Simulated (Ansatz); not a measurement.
Ansatz run, LaMgGa

Input file of Ansatz 0.2.0:

```yaml
crystal:
  lattice:
    - [7.61869232, 0.0, 0.0]
    - [-3.80934616, 6.59798599, 0.0]
    - [0.0, 0.0, 4.60609181]
  atoms:
    - { symbol: Ga, position: [0.3333, 0.6667, 0.5] }
    - { symbol: Ga, position: [0.6667, 0.3333, 0.5] }
    - { symbol: Ga, position: [0.0, 0.0, 0.0] }
    - { symbol: Mg, position: [0.2415, 0.0, 0.5] }
    - { symbol: Mg, position: [0.7585, 0.7585, 0.5] }
    - { symbol: Mg, position: [0.0, 0.2415, 0.5] }
    - { symbol: La, position: [0.57829, 0.0, 0.0] }
    - { symbol: La, position: [0.42171, 0.42171, 0.0] }
    - { symbol: La, position: [0.0, 0.57829, 0.0] }
  symmetry: { tolerance: 0.0003 }
kpoints:
  mp_grid: { grid: [5, 5, 7], shift: [0, 0, 0] }
magnetization:
  spin_polarized: false
scf:
  occupations: { method: fermi_dirac }
  lower_state_search: "off"
  max_iter: 200
hamiltonian:
  pseudopotentials: { kind: paw }
  xc: r2scan
basis:
  ecutwfc: 500
  fft_grid_basis: typed
output:
  forces: true
  stress: true
  eigenvalues: true
  bader: true
  populations: true
  elf: true
  write_potential: true
  volumetric_format: npy
  dos:
    e_range: [-12, 8]
    de: 0.05
    projected: { site_lists: { Ga: [Ga], La: [La], Mg: [Mg] } }
checkpoint:
  read: saved_state
```

The saved state is an earlier solution for the same cell, perhaps on another mesh. 

Parts of the output:

```
SCF iter   1: F=-35949.0190 eV  Δρ=6.31e-4  dr2=7.16e-4  dr2_τ=3.24e-4
SCF iter   2: F=-35949.0192 eV  Δρ=3.83e-4  dr2=3.42e-4  dr2_τ=2.34e-5
SCF iter   3: F=-35949.0193 eV  Δρ=8.05e-5  dr2=1.68e-5  dr2_τ=1.21e-6
SCF iter   4: F=-35949.0192 eV  Δρ=3.52e-5  dr2=3.06e-6  dr2_τ=6.55e-8
SCF iter   5: F=-35949.0192 eV  Δρ=1.49e-5  dr2=8.57e-7  dr2_τ=1.68e-8
SCF iter   6: F=-35949.0192 eV  Δρ=7.10e-6  dr2=1.72e-7  dr2_τ=6.98e-9
SCF iter   7: F=-35949.0192 eV  Δρ=1.45e-6  dr2=6.11e-9  dr2_τ=1.07e-10
Free energy (F): -35949.0192 eV
Harris-Foulkes:  -35949.0192 eV  (|F-HF|=4.20e-9)
Internal energy: -35948.9199 eV  (E = F + TS)
E sigma→0 (E₀):  -35948.9696 eV
Entropy (-TS):   -0.0993 eV (-11.035 meV/atom)
Fermi energy:    9.2330 eV
--- Forces (eV/Å), atoms counted from 1 ---
  atom   1  Ga     0.0000     0.0000     0.0000
  atom   2  Ga     0.0000     0.0000     0.0000
  atom   3  Ga     0.0000     0.0000     0.0000
  atom   4  Mg    -0.0368     0.0000     0.0000
  atom   5  Mg     0.0184     0.0319     0.0000
  atom   6  Mg     0.0184    -0.0319     0.0000
  atom   7  La    -0.0091     0.0000     0.0000
  atom   8  La     0.0046     0.0079     0.0000
  atom   9  La     0.0046    -0.0079     0.0000
--- Stress (GPa, compression-positive) ---
       -0.3573       0.0000       0.0000
        0.0000      -0.3573       0.0000
        0.0000       0.0000       0.1167
  P = ⅓ Tr σ = -0.1993 GPa (-1.993 kbar)
--- Bader charges: 9 sites ---
  site symbol  charge [e]  shift [e]
     0     Ga     -2.2911     0.0000
     1     Ga     -2.2912     0.0000
     2     Ga     -2.8717     0.0001
     3     Mg      1.2433     0.0001
     4     Mg      1.2433     0.0001
     5     Mg      1.2432     0.0001
     6     La      1.2414     0.0000
     7     La      1.2414     0.0000
     8     La      1.2414     0.0000
```

Total energies depend on the potentials used, so only differences within one code and one set of settings carry meaning.

Origin: a database entry at a rescaled volume. Caveats: f levels without a U or exact exchange are poorly placed.
